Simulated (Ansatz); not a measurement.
An Ansatz (a quantum-chemistry and plane-wave program) run. Input:

Ansatz 0.2 input:
```yaml
crystal:
  lattice:
    - [4.6791651327, 0.0, 0.0]
    - [-2.3395825663, 4.0522758734, 0.0]
    - [0.0, 0.0, 5.1366114472]
  atoms:
    - { symbol: Be, position: [0.4630300172, 0.0, 0.3333333333] }
    - { symbol: Be, position: [0.0, 0.4630300172, 0.6666666667] }
    - { symbol: Be, position: [0.5369699828, 0.5369699828, 0.0] }
    - { symbol: F, position: [0.4125995304, 0.2788877593, 0.2228911007] }
    - { symbol: F, position: [0.7211122407, 0.1337117711, 0.5562244341] }
    - { symbol: F, position: [0.8662882289, 0.5874004696, 0.8895577674] }
    - { symbol: F, position: [0.2788877593, 0.4125995304, 0.7771088993] }
    - { symbol: F, position: [0.1337117711, 0.7211122407, 0.4437755659] }
    - { symbol: F, position: [0.5874004696, 0.8662882289, 0.1104422326] }
kpoints:
  mp_grid: { grid: [7, 7, 6] }
hamiltonian:
  xc: r2scan
  pseudopotentials: { kind: paw }
scf:
  occupations: { method: fixed }
checkpoint: { read: static.run }
output: { write_density: true, elf: true, volumetric_format: npy }
basis: { fft_grid_basis: typed }
```

Output (shortened):

```
Pseudopotential: Be, paw, valence charge 2
Pseudopotential: F, paw, valence charge 7
Functional definition: r2SCAN
Crystal: 9 atoms, lattice volume = 97.397 Å³
Basis set: ecut = 500 eV, 2521 PW (Γ), exchange–correlation on 144×144×160 points (64 copies of the dense FFT grid, shifted against one another)
Bands: 33, of which v1, the nominal top of the filled ones, is band 24 counted from 1 (23 counted from 0)
Symmetry: 6 space group operations
Space group: P3121 (ITA 152), of the structure as read, at distance tolerance 4.6e-5 Å
k-points: 40 of 294 (time reversal used)
Stability of the state it starts from, as read at its close in the unpolarized treatment …
iter 1 solved again at ethr=9.18e-8 eV; its pass at ethr=3.10e-3 eV (dr2=4.41e-5 eV) is discarded
SCF iter   1: F=—  HF=-5152.672444 eV  |F-HF|=—  |Δ(HF+E_count)|=         —  Δρ=4.50e-7  dr2=1.13e-10  dr2_τ=1.86e-11  ethr=9.18e-8  ⟨swp⟩=3.0  Hψ=8432  notcnv=0  defer=279
preconditioner: auto → Resta (q_TF=auto, 2.425 Å⁻¹)
SCF iter   2: F=-5152.672444 eV  HF=-5152.672444 eV  |F-HF|=7.28e-12  |Δ(HF+E_count)|=   1.02e-8  Δρ=2.91e-7  dr2=5.51e-11  dr2_τ=6.62e-12  ethr=1.00e-12  ⟨swp⟩=11.1  Hψ=6964  notcnv=0
SCF 1 converged in 2 iterations: F = -5152.672444 eV  dr2 = 5.51e-11
SCF converged after 2 iterations
Free energy (F): -5152.672444 eV
Harris-Foulkes:  -5152.672444 eV  (|F-HF|=7.28e-12)
Internal energy: -5152.672444 eV  (E = F + TS)
E sigma→0 (E₀):  -5152.672444 eV
Fermi energy:    -1.953079 eV
--- Per-component energies (eV) ---
  E_band       = -419.269643
  E_kinetic    = 1316.906743
  E_local      = -4088.095379  (includes V_loc(G=0)·N_el)
  E_nonlocal   = 450.984332
  E_hartree    = 1517.701425
  E_xc         = -531.793819
  E_vxc        = -764.832260  (∫ρ·V_xc dr)
  E_paw        = -1404.454475  (= ΣΔE_a)
  E_vpaw       = -424.965922  (= ΣTr[D̂ρ^β])
  E_aug_tail   = 0.006469  (compensation charges beyond the density's cutoff)
  E_vtau       = 55.323248  (kinetic-family band-sum trace: ∫τ·v_τ [+ j·A + Jᵃ·Aᵃ] dr)
  E_ewald      = -2413.703310
  E_core_change = -0.224430  (= ΣΔE_core)
  E_smearing   =  0.000000  (= −TS)
  E_closure    = 0.000000  (closes the sum)
  Σ components = -5152.672444   (vs F -5152.672444, Δ=0.00e0)
  [band-id]    e_kinetic+e_local+e_nonlocal+2·e_hartree+e_vxc+e_vpaw+e_augmentation_tail+e_vtau = -419.269919   (vs E_band -419.269643, Δ=-2.75e-4)
--- Band table (eV; the first three rows and the last of 40) ---
  k-point 0: bands = ["-24.1611", "-23.4545", "-23.4545", "-23.2224", "-23.2224", "-23.1931", "-6.3700", "-6.3700", "-5.6197", "-5.3500", "-5.3500", "-5.3319", "-3.8607", "-3.8607", "-3.6543", "-3.5647", "-2.6692", "-2.6692", "-2.4789", "-2.4789", "-2.4732", …
  k-point 1: bands = ["-24.1313", "-23.5996", "-23.3418", "-23.2264", "-23.2136", "-23.1962", "-6.5933", "-6.1138", "-5.6512", "-5.5114", "-5.3739", "-5.1380", "-3.9340", "-3.7200", "-3.6292", "-3.4434", "-2.7987", "-2.6891", "-2.6013", "-2.5345", "-2.4775", …
  k-point 2: bands = ["-24.0458", "-23.7604", "-23.2711", "-23.2235", "-23.2052", "-23.2046", "-6.7397", "-5.8881", "-5.7102", "-5.6083", "-5.4784", "-4.9207", "-3.8232", "-3.6688", "-3.5426", "-3.2066", "-3.0027", "-2.8875", "-2.7168", "-2.6567", "-2.5369", …
  k-point 39: bands = ["-23.8240", "-23.6310", "-23.5171", "-23.2790", "-23.2496", "-23.2485", "-6.3013", "-6.0887", "-5.8722", "-5.2669", "-5.1730", "-5.1323", "-4.0817", "-3.8285", "-3.5445", "-3.2365", "-3.0430", "-3.0370", "-2.5820", "-2.5122", "-2.4777", …
```

Cost: roughly 18 core-seconds on shared cores.

Space group P3_121. The workflow started from an entry of the Crystallography Open Database (COD), which files this formula under 4 space groups. Its standing as an ambient phase is unchecked. The cell was relaxed with r²SCAN under the symmetry of its start; its stability against distortions is not shown here.

Potentials: the later of the program's two PAW sets.

Ansatz is a plane-wave DFT program.
